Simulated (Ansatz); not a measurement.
The start is a relaxed ZnCu2SnSe4 cell shaken by Gaussian noise of σ = 0.08 Å a coordinate. Cell shape, volume and atoms are optimised at zero target pressure with r2SCAN (plane waves to 500 eV, PAW, scalar-relativistic; Ansatz, a quantum-chemistry and plane-wave program). The first steps use a coarse 5×5×6 k-mesh.

Starting cell:
```
CELL_PARAMETERS angstrom
     -2.84503     2.84503     5.70744
      2.84503    -2.84503     5.70744
      2.84503     2.84503    -5.70744
ATOMIC_POSITIONS crystal
  Cu 0.24072 0.74316 0.49954
  Cu 0.75252 0.25172 0.49879
  Zn 0.99175 0.98748 0.00429
  Se 0.36701 0.89970 0.99822
  Se 0.11999 0.09874 0.46744
  Se 0.62797 0.65581 0.54377
  Se 0.89150 0.37147 0.00760
  Sn 0.47381 0.48681 0.97533
```

Task: What is the largest force in the starting geometry, and on which atom (counted from 1)?

Result: About 2.2 eV/Å, on Se5 (atoms numbered as listed).

Task: How much energy is released per atom?

Result: 0.07 eV/atom.

Task: How do the shortest distances between atoms change?

Result: The closest pairs of elements (up to four, under 3.6 Å), start → end: Se–Zn 2.26 → 2.47 Å; Cu–Se 2.36 → 2.41 Å; Se–Sn 2.45 → 2.59 Å.

Task: Is the relaxed structure metallic? Give its gap.

Result: Zero (the bands touch at this level, without spin-orbit coupling).

It ends as:

Space group I-42m (No. 121); a = 5.6888 Å, b = 5.6888 Å, c = 11.4188 Å, α = 90.00°, β = 90.00°, γ = 90.00°

```json
[
 {"atom": "Cu", "site": "4d", "symmetry": "-4..", "x": "0.0000", "y": "0.5000", "z": "0.2500"},
 {"atom": "Zn", "site": "2a", "symmetry": "-42m", "x": "0.0000", "y": "0.0000", "z": "0.0000"},
 {"atom": "Se", "site": "8i", "symmetry": "..m", "x": "0.2411", "y": "0.2411", "z": "0.1343"},
 {"atom": "Sn", "site": "2b", "symmetry": "-42m", "x": "0.0000", "y": "0.0000", "z": "0.5000"}
]
```
(The calculation used a cell of 8 atoms; values per cell refer to that cell.)

Final values are on a 8×8×8 k-mesh of the relaxed cell. No spin polarisation in the result.

The first start was generated by placing the elements on the sites of a structure type. A measured structure of ZnCu2SnSe4 has the same space group, I-42m (No. 121); the sites were not compared with it. Another known form has space group No. 82.
